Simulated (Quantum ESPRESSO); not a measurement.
Ga₂O₃, space group R-3c (No. 167):

```yaml
crystal:
  lattice:
    - [2.49870, 1.44263, 4.48355]
    - [-2.49870, 1.44263, 4.48355]
    - [0.00000, -2.88525, 4.48355]
  atoms:
    - { symbol: Ga, position: [0.85559, 0.85559, 0.85559] }
    - { symbol: Ga, position: [0.14441, 0.14441, 0.14441] }
    - { symbol: Ga, position: [0.64441, 0.64441, 0.64441] }
    - { symbol: Ga, position: [0.35559, 0.35559, 0.35559] }
    - { symbol: O, position: [0.75000, 0.44684, 0.05316] }
    - { symbol: O, position: [0.25000, 0.55316, 0.94684] }
    - { symbol: O, position: [0.05316, 0.75000, 0.44684] }
    - { symbol: O, position: [0.94684, 0.25000, 0.55316] }
    - { symbol: O, position: [0.44684, 0.05316, 0.75000] }
    - { symbol: O, position: [0.55316, 0.94684, 0.25000] }
```
Geometry: a computed entry of the Materials Project; it was not checked against measured cells. It is Ga2O3 in R-3c. Stability against distortions was not tested.

```tsv
site	Wyckoff letter	site symmetry
Ga	c	3
O	e	2
```

Cores are frozen. Against all-electron runs on small test molecules, this scheme's |Vzz| missed by −8 % on Ga, −2 to +6 % on O.

Question: Where does symmetry force the field gradient to vanish or to be axial, and what does the PAW reconstruction of the field gradient on a scalar-relativistic PBE ground state (a modified build of Quantum ESPRESSO, JTH datasets) give?

Answer: 
```csv
site,by symmetry,Vzz (a.u.),η_Q
Ga,"axial, η = 0 (an axis of order 3 or more)",0.256,0.00
O,η is free,-0.543,0.60
```
